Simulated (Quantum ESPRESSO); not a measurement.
Inputs of pw.x and gipaw.x (a modified build of Quantum ESPRESSO, PBE) for GaN; the starting potential comes from an earlier run on another mesh:

```
&CONTROL
  calculation = 'scf'
  prefix = 'x'
  pseudo_dir = './pseudo'
  outdir = './out'
  tprnfor = .true.
/
&SYSTEM
  ibrav = 0
  nat = 4
  ntyp = 2
  ecutwfc = 50
  ecutrho = 200
  occupations = 'fixed'
  nbnd = 18
/
&ELECTRONS
  conv_thr = 1e-11
  startingpot = 'file'
/
ATOMIC_SPECIES
Ga 69.723 Ga.GGA_PBE-JTH.UPF
N 14.007 N.GGA_PBE-JTH.UPF
CELL_PARAMETERS angstrom
    3.197199817710     0.000000000000     0.000000000000
   -1.598599908855     2.768856263112     0.000000000000
    0.000000000000     0.000000000000     5.207000000000
ATOMIC_POSITIONS crystal
Ga     0.666667000000     0.333333000000     0.591595175100
Ga     0.333333666667     0.666666333333     0.091595175100
N      0.666667000000     0.333333000000     0.968404824900
N      0.333333666667     0.666666333333     0.468404824900
K_POINTS automatic
13 13 7 1 1 1
```

```
&INPUTGIPAW
  job = 'nmr'
  prefix = 'x'
  tmp_dir = './out/'
  restart_mode = 'from_scratch'
  pawproj(1) = .true.
  pawproj(2) = .true.
  use_nmr_macroscopic_shape = .false.
/
```

The cell was made here from an entry of the Crystallography Open Database (unchecked): atoms relaxed with PBE in the measured cell (PBE without dispersion, pw.x of Quantum ESPRESSO, symmetry kept).  Stability against distortions was not tested.

Problem. Give the final section of the GIPAW output.

Solution. 
```
     Total NMR chemical shifts in ppm: ---------------------------------------
     (adopting the Simpson convention for anisotropy and asymmetry)-----------

     Atom  1  Ga  pos: (  0.500001  0.288675  0.963479)  Total sigma:        1350.38
          1363.8171          0.0000         -0.0000
             0.0000       1363.8171          0.0000
            -0.0000          0.0000       1323.5136

     Ga      1    anisotropy:    -40.30    eta:    0.0000
     Ga      1    sigma_11=   1363.82
     Ga      1    sigma_22=   1363.82
     Ga      1    sigma_33=   1323.51

     Atom  2  Ga  pos: (  0.000001  0.577350  0.149173)  Total sigma:        1350.38
          1363.8171         -0.0000         -0.0000
            -0.0000       1363.8171          0.0000
            -0.0000          0.0000       1323.5136

     Ga      2    anisotropy:    -40.30    eta:    0.0000
     Ga      2    sigma_11=   1363.82
     Ga      2    sigma_22=   1363.82
     Ga      2    sigma_33=   1323.51

     Atom  3  N   pos: (  0.500001  0.288675  1.577156)  Total sigma:         113.74
           110.3714          0.0000          0.0000
             0.0000        110.3714         -0.0000
             0.0000         -0.0000        120.4635

     N       3    anisotropy:     10.09    eta:    0.0000
     N       3    sigma_11=    110.37
     N       3    sigma_22=    110.37
     N       3    sigma_33=    120.46

     Atom  4  N   pos: (  0.000001  0.577350  0.762850)  Total sigma:         113.74
           110.3714         -0.0000          0.0000
            -0.0000        110.3714         -0.0000
             0.0000         -0.0000        120.4635

     N       4    anisotropy:     10.09    eta:    0.0000
     N       4    sigma_11=    110.37
     N       4    sigma_22=    110.37
     N       4    sigma_33=    120.46
```
The printed anisotropy is 3/2 (σ_33 − σ_iso) in the program's own order; the axes are left out here. Anisotropies that symmetry doesn't fix are less certain than the isotropic values. These are absolute shieldings with no macroscopic susceptibility term; δ = σ_ref − σ needs a reference computed alike. In our sweeps, cutoffs and meshes of this size left a few ppm, and up to some 20 ppm on atoms from Zn on. Static lattice: thermal averaging is not included.
